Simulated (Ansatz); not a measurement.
The start is a relaxed BAs cell with every coordinate shifted by Gaussian noise of σ = 0.1 Å. Cell shape, volume and atoms are optimised at zero target pressure with PBE (plane waves to 420 eV, PAW, scalar-relativistic; Ansatz, a quantum-chemistry and plane-wave program). The first steps use a coarse 8×8×8 k-mesh.

Starting cell:
```yaml
crystal:
  lattice:
    - [0.00000, 2.40472, 2.40472]
    - [2.40472, 0.00000, 2.40472]
    - [2.40472, 2.40472, 0.00000]
  atoms:
    - { symbol: As, position: [0.76758, 0.72438, 0.75262] }
    - { symbol: B, position: [0.05698, 0.97604, 0.95845] }
```

```json
{
 "energy_released": "78 meV/atom",
 "relative_to_the_parent": "It relaxes back to the parent, F-43m (No. 216)",
 "Shortest distances (start → end)": "The closest pairs of elements (up to four, under 3.6 Å), start → end: As–B 1.98 → 2.08 Å; B–B 3.40 → 3.40 Å; As–As 3.40 → 3.40 Å",
 "band_gap_at_the_end": "1.21 eV, indirect (valence top at Γ, conduction bottom at 82 % of the way from Γ to X) (no spin-orbit coupling)",
 "optimiser_moves": "4"
}
```

It ends as:

Space group F-43m (No. 216); a = 4.8091 Å, b = 4.8091 Å, c = 4.8091 Å, α = 90.00°, β = 90.00°, γ = 90.00°

```
atom  site  symmetry       x       y       z
----  ----  --------  ------  ------  ------
As      4c      -43m  0.2500  0.2500  0.2500
B       4b      -43m  0.5000  0.5000  0.5000
```
(The calculation used a cell of 2 atoms; values per cell refer to that cell.)

Final values are on a 12×12×12 k-mesh of the relaxed cell. No spin polarisation in the result.
